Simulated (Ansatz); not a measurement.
Elements on the sites of an ideal fcc lattice, at a guessed lattice constant:

```
CELL_PARAMETERS angstrom
-3.64870 3.64870 -3.64870
3.64870 3.64870 3.64870
3.64870 -3.64870 -3.64870
ATOMIC_POSITIONS crystal
Ni 0.25000 0.00000 0.75000
Ni 0.00000 0.25000 0.75000
Ni 0.50000 0.00000 0.50000
Ni 0.75000 0.50000 0.75000
Ni 0.75000 0.75000 0.50000
Ni 0.00000 0.75000 0.25000
Ni 0.25000 0.75000 0.00000
Cu 0.50000 0.25000 0.25000
Cu 0.25000 0.50000 0.25000
Cu 0.75000 0.25000 0.00000
Cu 0.50000 0.50000 0.00000
Rh 0.25000 0.25000 0.50000
Rh 0.50000 0.75000 0.75000
Rh 0.00000 0.50000 0.50000
Rh 0.75000 0.00000 0.25000
Rh 0.00000 0.00000 0.00000
```

Cell and atoms were relaxed without symmetry on coarser meshes and computed once more. Level of theory: DFT PBE, scalar-relativistic, plane waves, PAW (Ansatz 0.2.0).

Cutoff 420 eV; k points 4×4×5 on the computed 16-atom cell (Γ-centred); Gaussian smearing, width 0.10 eV; collinear spin from starting moments 0.57 0.6 0.7 0.71 0.57 0.6 0.71 0 0 0 0 0.46 0.46 0.5 0.46 0.5 μB.

The relaxation ran on 3×3×3 k points with a smearing of 0.1 eV, from sites shaken by 0.02 Å.

Question: What does the relaxation give?

Answer: A volume of 12.29 Å³/atom and no gap on the mesh. The atoms leave their sites by 0.04 Å (root mean square) and 0.06 Å at most, and the cell stretches by up to 0.8 % at fixed volume. One magnetic start was tried.

```yaml
crystal:
  lattice:
    - [-3.64365, 3.68155, -3.68154]
    - [3.65666, 3.65087, 3.63784]
    - [3.65665, -3.63786, -3.65083]
  atoms:
    - { symbol: Ni, position: [0.24590, 0.99839, 0.74552] }
    - { symbol: Ni, position: [0.99498, 0.24660, 0.74955] }
    - { symbol: Ni, position: [0.49881, 0.99864, 0.50062] }
    - { symbol: Ni, position: [0.75092, 0.49816, 0.74968] }
    - { symbol: Ni, position: [0.75174, 0.75375, 0.50088] }
    - { symbol: Ni, position: [0.00262, 0.74971, 0.25266] }
    - { symbol: Ni, position: [0.24672, 0.74961, 0.00112] }
    - { symbol: Cu, position: [0.49882, 0.25092, 0.24838] }
    - { symbol: Cu, position: [0.24996, 0.50400, 0.24249] }
    - { symbol: Cu, position: [0.74764, 0.25677, 0.99527] }
    - { symbol: Cu, position: [0.49880, 0.49504, 0.00423] }
    - { symbol: Rh, position: [0.25261, 0.24632, 0.50425] }
    - { symbol: Rh, position: [0.49882, 0.75097, 0.74830] }
    - { symbol: Rh, position: [0.99780, 0.50569, 0.50623] }
    - { symbol: Rh, position: [0.74503, 0.99503, 0.25295] }
    - { symbol: Rh, position: [0.99984, 0.99305, 0.99358] }
```

The final mesh leaves forces up to 0.04 eV/Å and stresses up to 0.4 GPa: the relaxation ran on a coarser mesh, so the cell's shape, its bonds and its energy belong partly to that mesh.

The k mesh is coarse.

Cost: 2 runs of about 63 core-minutes in all (earlier runs that led there not counted), on AMD EPYC 7R43 (Zen 3) (shared hosts).